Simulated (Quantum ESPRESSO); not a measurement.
## Kohn-Sham bands of CsCl (CsCl type)

```xyz
2
Lattice="4.1437 0.0000 0.0000 0.0000 4.1437 0.0000 0.0000 0.0000 4.1437" Properties=species:S:1:pos:R:3 pbc="T T T"
Cs     0.0000     0.0000     0.0000
Cl     2.0718     2.0718     2.0718
```

Materials Project entry mp-22865; symmetrised, unrelaxed at this level. COD (Crystallography Open Database) has the formula in 2 space groups, this one among them (matched by group alone). Level: PBEsol, no spin polarisation, no spin-orbit coupling; pw.x of Quantum ESPRESSO at 47 Ry with PseudoDojo potentials, 8×8×8 k-points, Wannier90. Density: 8×8×8 mesh, cold smearing 0.01 Ry. Spin-orbit coupling is left out although heavy elements are present.

Task: List the Kohn-Sham levels between −8 and 8.0 eV relative to the valence-band maximum at the high-symmetry points, as a band run of pw.x on that density gives them (levels within 2 meV counted together).

Result: 
```json
[
 {"point": "Γ", "k (reciprocal lattice)": "0.000 0.000 0.000", "levels (eV)": "-5.86 (×3), 0.00 (×3), 4.99, 5.29 (×2)"},
 {"point": "X", "k (reciprocal lattice)": "0.000 0.500 0.000", "levels (eV)": "-6.39, -5.72 (×2), -1.17, -0.23 (×2), 6.33, 7.43"},
 {"point": "M", "k (reciprocal lattice)": "0.500 0.500 0.000", "levels (eV)": "-6.62 (×2), -5.64, -0.43 (×2), -0.05, 5.80, 5.88, 7.88 (×2)"},
 {"point": "R", "k (reciprocal lattice)": "0.500 0.500 0.500", "levels (eV)": "-6.38 (×3), -1.09 (×3)"}
]
```
